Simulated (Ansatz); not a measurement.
## Li$_{2}$Ga (Cmcm): electronic heat capacity and spin susceptibility from the density of states

Method: DFT PBEsol, scalar-relativistic, plane waves, PAW in Ansatz.

Plane waves to 420 eV, a k mesh through Γ of 10×10×8 on the computed 6-atom cell and Gaussian smearing (0.10 eV); no spin polarisation.

Relaxed cell: Cmcm, a = 4.459 Å, b = 9.374 Å, c = 4.292 Å, α = 90.00°, β = 90.00°, γ = 90.00°, 6 atoms in the primitive cell. Whether it is the stable form of this composition wasn't checked.

The density of states at the Fermi level is 1.349 states/eV in the cell of 6 atoms (2 formula units; both spins, tetrahedra on a 15×15×12 mesh). Averaged over bins of 0.1 eV the density runs from 1.2 to 1.6 states/eV within 0.2 eV of the Fermi level, so the figure hangs on the exact place of that level.

Problem. What Sommerfeld coefficient and Pauli susceptibility does this give?

Solution. Per formula unit N(E_F) = 0.674 states/eV. γ = (π²/3) k_B² N(E_F) N_A = 2.357 mJ/(mol K²) per state/eV, so γ = 1.6 mJ/(mol K²), a mole of formula units. χ_P = μ_B² N(E_F) N_A = 3.23×10⁻⁵ emu/mol per state/eV gives 2.2×10⁻⁵ emu/mol. This is the bare band result: a measured γ of the same phase is as a rule larger by a factor 1 + λ from phonons and spin fluctuations, the spin part of χ is larger by the Stoner factor, and a measured χ also holds orbital and core terms. N(E_F) at one energy is sensitive to the mesh where the density of states has sharp peaks.

Cost: 1 run of about 2.1 core-minutes, on Arm Neoverse V2 (shared hosts).